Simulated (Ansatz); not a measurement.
Mg (simple hexagonal, P6/mmm) at seven volumes, PBEsol (plane waves, PAW; program Ansatz), shape and atoms relaxed at each. One row is withheld.

```csv
V (Å³/atom),P (GPa)
22.748,3.18
23.498,1.96
24.248,0.91
24.998,0.00
25.748,?
26.498,-1.45
27.248,-2.03
```

Fit the shown pressures and predict the withheld one.

P = (3/2)B₀(x^(7/2) − x^(5/2))[1 + (3/4)(B′ − 4)(x − 1)] with x = (V₀/V)^(2/3). Least squares on the six rows gives V₀ = 25.001 Å³/atom, B₀ = 28.0 GPa, B′ = 3.95. At V = 25.748, x = 0.9806 and P = -0.78 GPa. The run itself gave -0.78 GPa.

The workflow started from a Materials Project entry (that database holds measured and hypothetical structures alike); the Crystallography Open Database copy checked does not list it. It is not the phase usual at ambient conditions (space group No. 194). The PBEsol relaxation kept the symmetry of its start. At this level the phase is mechanically unstable.

Potentials: the later of the program's two PAW sets.
